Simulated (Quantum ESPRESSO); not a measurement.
Band energies of C

```
C
1.0
    1.22805    -2.12706     0.00000
    1.22805     2.12706     0.00000
    0.00000     0.00000     7.17327
C
4
Direct
  0.58338   0.41662   0.75314
  0.41662   0.58338   0.24686
  0.91662   0.08338   0.75314
  0.08338   0.91662   0.24686
```

LDA (pw.x of Quantum ESPRESSO, ONCV potentials, without SOC); path ΓMKΓALHA,LM,KH; energies in eV from the Fermi level.

```csv
k (1/Å),point,band 4,band 5,band 6,band 7,band 8,band 9,band 10,band 11
0.00,Γ,-6.96,-3.01,-3.00,-3.00,-2.98,3.37,8.41,8.45
0.42,,-6.39,-4.74,-4.71,-3.89,-3.89,3.98,8.50,8.56
0.95,,-9.19,-5.69,-5.69,-5.48,-4.23,4.99,5.59,6.43
1.48,M,-13.21,-6.43,-6.43,-2.43,-2.43,1.76,1.76,7.66
2.01,,-12.58,-9.04,-8.97,-1.50,-1.50,1.22,1.46,10.94
2.33,K,-12.35,-10.68,-10.66,-0.44,-0.17,0.14,0.49,10.03
2.54,,-11.44,-10.11,-10.04,-1.68,-0.94,0.89,1.76,10.50
3.08,,-8.35,-7.11,-7.07,-5.41,-4.16,5.17,5.84,6.51
3.61,,-6.38,-4.67,-4.63,-4.04,-4.03,3.99,8.75,8.86
4.04,Γ,-6.96,-3.01,-3.00,-3.00,-2.98,3.37,8.41,8.45
4.14,,-7.02,-3.00,-3.00,-3.00,-2.98,3.52,8.28,8.42
4.47,A,-7.70,-3.00,-3.00,-2.99,-2.99,5.43,5.65,8.44
4.67,,-7.57,-3.41,-3.41,-3.22,-3.22,5.55,5.77,8.50
5.06,,-6.57,-6.06,-6.05,-4.51,-4.51,6.52,6.72,8.45
5.56,,-10.40,-6.01,-6.01,-4.16,-4.09,3.97,4.02,7.84
5.95,L,-13.22,-6.43,-6.43,-2.38,-2.38,1.62,1.62,7.66
6.06,,-13.19,-6.57,-6.57,-2.35,-2.35,1.61,1.61,7.84
6.59,,-12.36,-9.78,-9.77,-1.03,-1.03,0.93,0.96,10.20
6.80,H,-12.40,-10.67,-10.67,-0.03,-0.01,0.01,0.04,9.93
7.09,,-11.13,-9.75,-9.74,-1.84,-1.78,1.76,1.82,10.05
7.56,,-8.30,-7.02,-7.01,-4.94,-4.86,5.56,5.62,8.18
8.03,,-6.97,-4.97,-4.96,-4.26,-4.26,6.14,6.35,8.91
8.51,A,-7.70,-3.00,-3.00,-2.99,-2.99,5.43,5.65,8.44
8.51,L,-13.22,-6.43,-6.43,-2.38,-2.38,1.62,1.62,7.66
8.95,M,-13.21,-6.43,-6.43,-2.43,-2.43,1.76,1.76,7.66
8.95,K,-12.35,-10.68,-10.66,-0.44,-0.17,0.14,0.49,10.03
9.38,H,-12.40,-10.67,-10.67,-0.03,-0.01,0.01,0.04,9.93
```

Along the path the LDA gap is only about 0.02 eV, below what this setup resolves reliably; no G0W0 run was built on it. Semilocal functionals shrink small gaps, and the order of the bands at the edge may be inverted.

Geometry of the Materials Project entry, not relaxed at this level.

This is not the ordinary phase of the substance; no match was found in the copy of COD used, and its stability was not checked.

Letters of k points follow the standard setting of the lattice, whose axes may be ordered differently from the printed cell.

The distance between layers or molecules is the database entry's, not relaxed here. Functionals without dispersion can leave it too large, which widens gaps and weakens the response across layers: the numbers belong to this cell.
